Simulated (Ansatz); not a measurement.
MgTe:
```cif
data_Mg4Te4
_chemical_formula_sum 'Mg4 Te4'
_space_group_name_H-M_alt 'F-43m'
_space_group_IT_number 216
_space_group_name_Hall 'F -4 2 3'
_cell_length_a 6.43896
_cell_length_b 6.43896
_cell_length_c 6.43896
_cell_angle_alpha 90.000
_cell_angle_beta 90.000
_cell_angle_gamma 90.000
loop_
_atom_site_label
_atom_site_type_symbol
_atom_site_symmetry_multiplicity
_atom_site_Wyckoff_symbol
_atom_site_fract_x
_atom_site_fract_y
_atom_site_fract_z
_atom_site_occupancy
Mg1 Mg 4 a 0.00000 0.00000 0.00000 1
Te1 Te 4 d 0.75000 0.75000 0.75000 1
```
(The calculation used a cell of 2 atoms; values per cell refer to that cell.)

Relaxed with PBEsol.

Question: Tabulate the valence density and the electron localisation function along the shortest Mg–Te contact (2.79 Å), DFT-PBEsol in the program Ansatz with PAW potentials.

Answer: 

| distance from Mg (Å) | density (e/Å³) | ELF |
|---|---|---|
| 0.28 | 17.71 | 0.32 |
| 0.42 | 8.25 | 0.42 |
| 0.56 | 2.62 | 0.40 |
| 0.70 | 0.62 | 0.20 |
| 0.84 | 0.24 | 0.07 |
| 0.98 | 0.19 | 0.10 |
| 1.12 | 0.20 | 0.43 |
| 1.25 | 0.25 | 0.77 |
| 1.39 | 0.31 | 0.84 |
| 1.53 | 0.40 | 0.80 |
| 1.67 | 0.53 | 0.70 |
| 1.81 | 0.70 | 0.59 |
| 1.95 | 1.04 | 0.49 |
| 2.09 | 2.23 | 0.35 |
| 2.23 | 4.89 | 0.17 |
| 2.37 | 8.82 | 0.04 |
| 2.51 | 13.04 | 0.01 |

The density is the valence pseudo-density with augmentation charge, so density and ELF within about 1 Å of a nucleus are not all-electron values.

The cell was relaxed with PBEsol under the symmetry of its start. Scalar-relativistic: spin–orbit coupling is off unless named, which matters more the heavier the elements.

Potentials: the later of the program's two PAW sets.
